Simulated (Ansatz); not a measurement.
# HfC: modes against the lattice constant

The calculation used DFT LDA, scalar-relativistic, plane waves, PAW (Ansatz). Cutoff 420 eV, 16×16×16 k-points (Γ-centred), Fermi-Dirac smearing of 0.15 eV. No spin polarisation. Phonons by linear response, acoustic sum rule imposed.

The cell is fixed (symmetry leaves no force on the atoms) and stands under 19.7 GPa:
```
Hf C
1.0
     0.00000    2.23650    2.23650
     2.23650    0.00000    2.23650
     2.23650    2.23650    0.00000
Hf C
1 1
Direct
  0.00000 0.00000 0.00000
  0.50000 0.50000 0.50000
```

The cell is the ideal cubic rocksalt prototype. In a metal, frequencies and elastic constants depend on the k mesh and the smearing, soft modes and shear constants most. Spin–orbit coupling is left out, which can shift energies with elements as heavy as these.

**Question.** How do the optical zone-centre modes (counted from the lowest optical one, degenerate ones once; i marks imaginary ones) of this metal change over a = 4.473 and 4.573 Å?

**Answer.**
```tsv
a (Å)	4.473	4.573
pressure (GPa)	19.7	0.0
mode 1 (cm⁻¹)	526	464
```

Cost: 2 runs of about 3 core-minutes in all, on Arm Neoverse N1 (shared hosts).